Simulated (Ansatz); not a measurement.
Given:

TePdSe:
```
TePdSe
1.0
    3.91001     0.00000     0.00000
   -1.95500     3.38617     0.00000
    0.00000     0.00000     4.99753
Te Pd Se
1 1 1
Direct
  0.00000   0.00000   0.72754
  0.33333   0.66667   0.00930
  0.66667   0.33333   0.26316
```

This is the r²SCAN+D4-relaxed structure.

All from the program Ansatz at the r²SCAN+D4 level (PAW), unless another level is named. Give the highest zone-centre frequency.

198 cm^-1.

And the bulk modulus (Birch–Murnaghan fit)?

56.2 GPa.

Space group P3m1. The workflow started from a Materials Project entry (that database holds measured and hypothetical structures alike); the Crystallography Open Database copy checked does not list it. With Te and Se taken as one species the cell has the higher symmetry P-3m1, so it may be an ordered model of a mixed-site phase. Whether it is the stable phase at ambient conditions was not checked. The cell was relaxed with r²SCAN+D4 under the symmetry of its start; whether a distortion lowers the energy is not shown. The run is not spin-polarised. As this level gives no gap, phonon frequencies hold no LO–TO term and depend on the k-mesh and smearing (Fermi–Dirac, 0.1 eV here). Spin–orbit coupling is left out wherever it is not named.

Potentials: the later of the program's two PAW sets.
